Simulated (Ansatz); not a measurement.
**BaB12H12 — electric field gradients**

The cell is a Materials Project structure (computed, not necessarily an observed phase).

```cif
data_structure
_symmetry_space_group_name_H-M 'P 1'
_symmetry_Int_Tables_number 1
_cell_length_a 7.3054
_cell_length_b 7.3054
_cell_length_c 11.8102
_cell_angle_alpha 90.000
_cell_angle_beta 90.000
_cell_angle_gamma 120.000
_cell_volume 545.85
loop_
_atom_site_label
_atom_site_type_symbol
_atom_site_fract_x
_atom_site_fract_y
_atom_site_fract_z
_atom_site_occupancy
Ba1 Ba 0.66667 0.33333 0.26314 1
Ba2 Ba 0.33333 0.66667 0.76314 1
B3 B 0.91479 0.38613 0.61094 1
B4 B 0.47134 0.08521 0.61094 1
B5 B 0.61387 0.52866 0.61094 1
B6 B 0.52866 0.61387 0.11094 1
B7 B 0.38613 0.91479 0.11094 1
B8 B 0.08521 0.47134 0.11094 1
B9 B 0.51240 0.30026 0.52479 1
B10 B 0.78786 0.48760 0.52479 1
B11 B 0.69974 0.21214 0.52479 1
B12 B 0.21214 0.69974 0.02479 1
B13 B 0.30026 0.51240 0.02479 1
B14 B 0.48760 0.78786 0.02479 1
B15 B 0.82006 0.36497 0.75159 1
B16 B 0.54491 0.17994 0.75159 1
B17 B 0.63503 0.45509 0.75159 1
B18 B 0.45509 0.63503 0.25159 1
B19 B 0.36497 0.82006 0.25159 1
B20 B 0.17994 0.54491 0.25159 1
B21 B 0.41730 0.28065 0.66542 1
B22 B 0.86335 0.58270 0.66542 1
B23 B 0.71935 0.13665 0.66542 1
B24 B 0.13665 0.71935 0.16542 1
B25 B 0.28065 0.41730 0.16542 1
B26 B 0.58270 0.86335 0.16542 1
H27 H 0.08933 0.42176 0.58800 1
H28 H 0.33244 0.91067 0.58800 1
H29 H 0.57824 0.66756 0.58800 1
H30 H 0.66756 0.57824 0.08800 1
H31 H 0.42176 0.08933 0.08800 1
H32 H 0.91067 0.33244 0.08800 1
H33 H 0.39982 0.27575 0.44538 1
H34 H 0.87593 0.60018 0.44538 1
H35 H 0.72425 0.12407 0.44538 1
H36 H 0.12407 0.72425 0.94538 1
H37 H 0.27575 0.39982 0.94538 1
H38 H 0.60018 0.87593 0.94538 1
H39 H 0.92532 0.38404 0.83344 1
H40 H 0.45872 0.07468 0.83344 1
H41 H 0.61596 0.54128 0.83344 1
H42 H 0.54128 0.61596 0.33344 1
H43 H 0.38404 0.92532 0.33344 1
H44 H 0.07468 0.45872 0.33344 1
H45 H 0.24078 0.24186 0.68540 1
H46 H 0.00108 0.75922 0.68540 1
H47 H 0.75814 0.99892 0.68540 1
H48 H 0.99892 0.75814 0.18540 1
H49 H 0.24186 0.24078 0.18540 1
H50 H 0.75922 0.00108 0.18540 1
```

Atom numbers follow the list; atoms alike are taken as one site, whose name carries the number of the first.

Method: Kohn–Sham DFT in Ansatz, PBE, plane waves and PAW, scalar-relativistic, 420 eV cutoff, Γ-centred 5×5×3 k-points, Fermi–Dirac smearing 0.05 eV.

Conventions: |V_zz| ≥ |V_yy| ≥ |V_xx|, η = (V_xx − V_yy)/V_zz, C_Q = eQV_zz/h.

Ba-137: I = 3/2, Q = 236.0 mb; 10B: I = 3, Q = 84.59 mb; 2H: I = 1, Q = 2.858 mb. Nuclear quadrupole moments: year-2017 set (Pyykkö).

**Question.** Give the quadrupolar parameters of the distinct sites.

**Answer.** 

```json
{"site": "Ba", "atoms (order as listed)": "1, 2", "first shell": "12 H at 2.73–2.97 Å", "V_zz (10²¹ V/m²)": "-2.11", "η": "0.00", "C_Q (MHz)": "-12.1"}
{"site": "B3", "atoms (order as listed)": "3, 4, 5, 6, 7, 8", "first shell": "1 H at 1.20 Å, 5 B at 1.77–1.78 Å; also 1 Ba at 3.24 Å", "V_zz (10²¹ V/m²)": "-0.71", "η": "0.11", "C_Q (MHz)": "-1.45"}
{"site": "B9", "atoms (order as listed)": "9, 10, 11, 12, 13, 14", "first shell": "1 H at 1.20 Å, 5 B at 1.77–1.78 Å; also 1 Ba at 3.26 Å", "V_zz (10²¹ V/m²)": "-0.72", "η": "0.07", "C_Q (MHz)": "-1.47"}
{"site": "B15", "atoms (order as listed)": "15, 16, 17, 18, 19, 20", "first shell": "1 H at 1.20 Å, 5 B at 1.77–1.78 Å; also 1 Ba at 3.27 Å", "V_zz (10²¹ V/m²)": "-0.73", "η": "0.14", "C_Q (MHz)": "-1.49"}
{"site": "B21", "atoms (order as listed)": "21, 22, 23, 24, 25, 26", "first shell": "1 H at 1.20 Å, 5 B at 1.77–1.78 Å", "V_zz (10²¹ V/m²)": "-0.86", "η": "0.13", "C_Q (MHz)": "-1.75"}
{"site": "H27", "atoms (order as listed)": "27, 28, 29, 30, 31, 32", "first shell": "1 B at 1.20 Å", "V_zz (10²¹ V/m²)": "1.97", "η": "0.08", "C_Q (MHz)": "0.136"}
{"site": "H33", "atoms (order as listed)": "33, 34, 35, 36, 37, 38, …", "first shell": "1 B at 1.20 Å", "V_zz (10²¹ V/m²)": "1.95", "η": "0.07", "C_Q (MHz)": "0.135"}
{"site": "H45", "atoms (order as listed)": "45, 46, 47, 48, 49, 50", "first shell": "1 B at 1.20 Å", "V_zz (10²¹ V/m²)": "1.96", "η": "0.05", "C_Q (MHz)": "0.136"}
```

An axis of threefold or higher order runs through Ba, so V_zz lies along it and η is zero. At B3, B9, B15 and B21 V_zz points along its shortest bond, to H (within 3°) in each case. At H27, H33 and H45 V_zz points along its bond to B (within 3°) in each case.

Without spin–orbit coupling (the program notes it for Ba) the gradients are little affected as a rule: paired runs on crystals with a gap mostly move them by under 2 % at such atoms.

The run took 2.2 min of wall time (2.2 min of CPU time) and 1.1 GiB at its peak, on 1 thread of Arm Neoverse V2 (aarch64; 8 cores open to the job, memory cap 2.5 GiB, no GPU), a shared host with a load of 0.5 a core.
